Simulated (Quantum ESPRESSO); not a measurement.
# Moving one atom in Ge6PB

These are calculations, not measurements. They come from pw.x of Quantum ESPRESSO 7.5, a plane-wave density functional program, with PseudoDojo standard norm-conserving files (v0.5 for PBE, v0.4.1 for LDA and PBEsol). The cells are made up: elements, strain and atom displacements were drawn at random, and nothing was relaxed. There is no spin polarisation, spin-orbit coupling or dispersion term.

The cell has 8 sites of a zincblende or diamond lattice. Sites 1 to 4 hold Ge Ge Ge Ge; sites 5 to 8 hold P B Ge Ge. Cell vectors in Å: (5.607, -0.048, 0.001); (-0.048, 5.634, 0.074); (0.001, 0.074, 5.772). Settings: PBE, cutoff 1061 eV, 6 x 6 x 6 k mesh shifted by half a step, Fermi-Dirac smearing of 0.1 eV.

Each run shifts the Ge atom on site 3 along z and leaves all else fixed. Site 6 is one of its nearest neighbours. E is the free energy of the cell above the lowest run shown.

| run | shift (Å) | Fz on site 3 (eV/Å) | Fz on site 6 (eV/Å) | P (GPa) | E (meV) |
| --- | --- | --- | --- | --- | --- |
| 1 | -0.1238 | 3.056 | -0.786 | -3.38 | 483.3 |
| 2 | -0.0773 | 2.669 | -0.774 | -3.62 | 350.2 |
| 3 | -0.0522 | 2.456 | -0.765 | -3.74 | 285.9 |
| 5 | 0.0110 | 1.909 | -0.732 | -3.99 | 147.9 |
| 6 | 0.0605 | 1.475 | -0.699 | -4.15 | 64.1 |
| 7 | 0.1118 | 1.025 | -0.657 | -4.27 | 0.0 |
| 4 | -0.0189 | ? | ? | ? | ? |

A rerun of one of these cells at 1347 eV and k mesh 8 x 8 x 8 moved values by no more than 0.002 eV in the cell's energy, 0.03 GPa in stress and 0.010 eV/Å in force.

## Worked fit

A parabola through the six runs shown gives Fz on site 3 = 2.006 - 8.65 u - 1.2 u² eV/Å, with u in Å and a scatter of 0.003 eV/Å. Minus the slope, 8.65 ± 0.07 eV/Å², is this atom's force constant along z at u = 0, with its periodic images moving too. The fitted force does not vanish within the range. The error is the larger of the fit's own and the change that a cubic makes, rounded up.

## Withheld run

Question: what Fz on site 3 should run 4 give?

The fit gives 2.169 eV/Å. The calculation gave 2.169 eV/Å.

```
run,shift (Å),Fz on site 3 (eV/Å),Fz on site 6 (eV/Å),P (GPa),E (meV)
4,-0.0189,2.169,-0.749,-3.88,208.9
```